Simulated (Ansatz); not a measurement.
AlCo (CsCl type)

```yaml
crystal:
  lattice:
    - [2.82274, 0.00000, 0.00000]
    - [0.00000, 2.82274, 0.00000]
    - [0.00000, 0.00000, 2.82274]
  atoms:
    - { symbol: Al, position: [0.00000, 0.00000, 0.00000] }
    - { symbol: Co, position: [0.50000, 0.50000, 0.50000] }
```

Equation-of-state scan: isotropic scaling of the cell above, V₀ being its volume. Symmetry pins the atoms to their sites.

Level of theory: PBEsol (plane waves to 420 eV, PAW, scalar-relativistic; Ansatz, a program for electronic structure). k mesh 17×17×17 (Γ-centred), Fermi-Dirac smearing 0.05 eV. Energies are smeared free energies. Stress and pressure are positive under compression. AlCo is run without spin polarisation. AlCo was relaxed with its symmetry unable to fall. The zero of ΔE is the relaxed starting cell.

Task: What ΔE (eV/atom) and P (GPa) does the calculation give at V/V₀ = 0.967, 0.983, 1.017, 1.033, 1.050, 1.067?

Result: 
```
V/V₀   ΔE (eV/atom)  P (GPa)
-----  ------------  -------
0.967         0.008      7.0
0.983         0.002      3.4
1.017         0.002     -3.1
1.033         0.007     -5.9
1.050         0.016     -8.5
1.067         0.027    -10.9
```

(Under strain, the slope of the energy per volume gives the stress and its curvature an elastic modulus.)
